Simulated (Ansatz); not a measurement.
Input:

KI (rock salt)

```xyz
4
Lattice="0.0000 7.1813 7.1813 3.5906 0.0000 3.5906 3.5906 3.5906 0.0000" Properties=species:S:1:pos:R:3 pbc="T T T"
I      0.0000     0.0000     0.0000
I      3.5906     7.1813     3.5906
K      3.5906     3.5906     3.5906
K      3.5906     7.1813     7.1813
```

A phonon eigenvector at L = (0.5, 0.0, 0.0) is frozen into this cell: atom i moves by Q times the vector below, so Q is the largest atomic displacement, in Å. The cell is held. (q is in reciprocal vectors of the primitive cell; the cell shown is doubled to hold the pattern.)

| atom | x | y | z |
|---|---|---|---|
| I1 | -0.577 | 0.577 | 0.577 |
| I2 | 0.577 | -0.577 | -0.577 |

Atoms not listed stay in place.

Calculation: PBE (plane waves to 420 eV, PAW, scalar-relativistic; Ansatz, a program for electronic structure). k mesh 4×8×8 (Γ-centred), Fermi-Dirac smearing 0.05 eV. Energies are smeared free energies. KI was relaxed with its symmetry unable to fall. Spin-orbit coupling is left out, though I is heavy. The relaxed volume of KI is well above the measured one; the method has no dispersion term. The zero of ΔE is the undisplaced structure.

The scan covers Q from -0.100 to 0.100 Å in 13 points.

Problem. Which space group does the distorted structure have?

Solution. R-3m (No. 166), lowered from Fm-3m.

Problem. What is the energy change at Q = 0.100 Å?

Solution. 18.6 meV/cell.

Problem. What harmonic wavenumber does the curvature at Q = 0 give?

Solution. 63 cm⁻¹.

(For displaced atoms, the force is minus the slope of the energy, and its curvature is a force constant, which sets phonon frequencies.)
